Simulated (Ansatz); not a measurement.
GaSn₂N:
Space group R3m, hexagonal axes (No. 160); a = b = 3.8870 Å, c = 21.1566 Å, α = β = 90.00°, γ = 120.00°

| atom | site | symmetry | x | y | z |
|---|---|---|---|---|---|
| Ga | 3a | 3m | 0.0000 | 0.0000 | 0.9732 |
| N | 3a | 3m | 0.0000 | 0.0000 | 0.8802 |
| Sn | 3a | 3m | 0.0000 | 0.0000 | 0.5187 |
| Sn | 3a | 3m | 0.0000 | 0.0000 | 0.3779 |
(The calculation used a cell of 4 atoms; values per cell refer to that cell.)

Relaxed with PBE.

Q: Which orbitals make up the states near the Fermi level in DFT-PBE in the program Ansatz with PAW potentials?

A: Within 0.5 eV of the Fermi level: Sn 5p 42 %, Ga 4p 19 %, N 2p 17 %, Sn 5s 12 %. Projections are on Löwdin-orthogonalised atomic valence shells; empty p or d shells of many metals are not among them.

Q: Tabulate the density of states.

A: States/eV per cell of 4 atoms, in 0.25 eV bins, energy from the Fermi level.

```csv
E (eV),total,Sn 5p,N 2p,Ga 4p
-7.85,0.01,0.00,0.00,0.00
-7.60,1.33,0.16,0.30,0.16
-7.35,3.55,0.51,0.80,0.22
-7.10,1.81,0.27,0.34,0.15
-6.85,0.92,0.13,0.15,0.10
-6.60,0.28,0.05,0.05,0.02
-6.35,0.15,0.04,0.03,0.01
-6.10,0.94,0.22,0.22,0.07
-5.85,1.21,0.24,0.30,0.10
-5.60,1.77,0.35,0.57,0.13
-5.35,1.59,0.29,0.60,0.12
-5.10,2.14,0.42,0.97,0.15
-4.85,1.50,0.35,0.75,0.09
-4.60,1.18,0.32,0.67,0.06
-4.35,1.37,0.37,0.83,0.07
-4.10,1.88,0.48,1.21,0.12
-3.85,2.16,0.65,1.16,0.25
-3.60,3.76,1.27,1.69,0.51
-3.35,2.56,0.80,1.22,0.27
-3.10,1.56,0.67,0.41,0.25
-2.85,1.52,0.69,0.34,0.27
-2.60,1.35,0.60,0.32,0.22
-2.35,1.30,0.59,0.32,0.20
-2.10,1.31,0.68,0.29,0.20
-1.85,1.65,0.87,0.36,0.25
-1.60,1.16,0.57,0.20,0.21
-1.35,1.02,0.48,0.15,0.20
-1.10,0.99,0.46,0.13,0.21
-0.85,1.55,0.65,0.20,0.26
-0.60,1.38,0.58,0.22,0.26
-0.35,1.29,0.53,0.22,0.23
-0.10,2.02,0.84,0.35,0.37
0.15,2.30,1.01,0.38,0.45
0.40,2.07,0.84,0.33,0.39
0.65,1.90,0.76,0.27,0.37
0.90,2.00,0.81,0.29,0.35
1.15,1.59,0.71,0.21,0.28
1.40,1.53,0.71,0.21,0.23
1.65,1.73,0.80,0.27,0.22
1.90,2.22,1.08,0.32,0.26
2.15,3.09,1.55,0.44,0.31
2.40,2.35,1.21,0.31,0.20
2.65,1.27,0.67,0.18,0.11
2.90,1.07,0.60,0.15,0.09
3.15,0.95,0.52,0.11,0.12
3.40,1.72,0.84,0.22,0.26
3.65,2.71,1.28,0.37,0.35
3.90,2.08,1.02,0.18,0.35
4.15,3.62,1.84,0.37,0.64
4.40,3.13,1.34,0.27,0.79
4.65,2.71,1.11,0.24,0.71
```

The start of the workflow was typed in or built on a structure type; neither database checked (COD, Materials Project) lists it. Whether it is the stable phase at ambient conditions was not checked. The PBE relaxation kept the symmetry of its start; its stability against distortions is not shown here. The volume moved by 28 % from the start of the relaxation. Its formation energy is positive at this level, so the cell may be metastable or incomplete. Spin–orbit coupling is left out wherever it is not named.

Potentials: the earlier of the program's two PAW sets.
